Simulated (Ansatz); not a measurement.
## Al2GaAs3 (P3m1)

Method: Ansatz 0.2.0, DFT PBE, scalar-relativistic, plane waves, PAW.

Settings: cutoff 420 eV, Γ-centred mesh 12×12×4 on the computed 6-atom cell, Gaussian smearing of 0.02 eV; no spin polarisation.

The structure is relaxed at this level of theory with its symmetry kept, and needn't be the ground state of this composition.

```cif
data_structure
_symmetry_space_group_name_H-M 'P3m1'
_symmetry_Int_Tables_number 156
_cell_length_a 4.0540
_cell_length_b 4.0540
_cell_length_c 9.9348
_cell_angle_alpha 90.000
_cell_angle_beta 90.000
_cell_angle_gamma 120.000
_cell_volume 141.40
loop_
_atom_site_label
_atom_site_type_symbol
_atom_site_symmetry_multiplicity
_atom_site_Wyckoff_symbol
_atom_site_fract_x
_atom_site_fract_y
_atom_site_fract_z
_atom_site_occupancy
Al1 Al 1 b 0.33333 0.66667 0.66672 1
Al2 Al 1 c 0.66667 0.33333 0.33369 1
Ga1 Ga 1 a 0.00000 0.00000 0.99958 1
As1 As 1 a 0.00000 0.00000 0.74916 1
As2 As 1 b 0.33333 0.66667 0.41669 1
As3 As 1 c 0.66667 0.33333 0.08415 1
```

Question: Formation energy from the elements' standard states (uncorrected)?

Answer: -0.441 eV/atom.

Question: Kohn–Sham band gap?

Answer: 0.95 eV.

Question: Orbital (Löwdin) character of the top 1 eV of the valence band?

Answer: As 4p 77 %, Al 3p 12 %, Ga 4p 8 %.

Question: Orbital (Löwdin) character of the lowest 1 eV of the conduction band?

Answer: Al 3p 29 %, As 4s 16 %, As 4p 15 %, Ga 4s 13 %, Ga 4p 12 %, unprojected 9 %.

Question: Bader charge by site (e)?

Answer: Al (1 in the cell) 1.94, Al (1 in the cell) 1.94, Ga (1 in the cell) 0.68, As (1 in the cell) -1.63, As (1 in the cell) -1.94, As (1 in the cell) -1.00.

The cell was found from a structure generator's guess, not taken from experiment. Kohn–Sham gaps at this level usually fall short of measured ones. Löwdin shares on free-atom orbitals overweight diffuse shells in the empty bands.
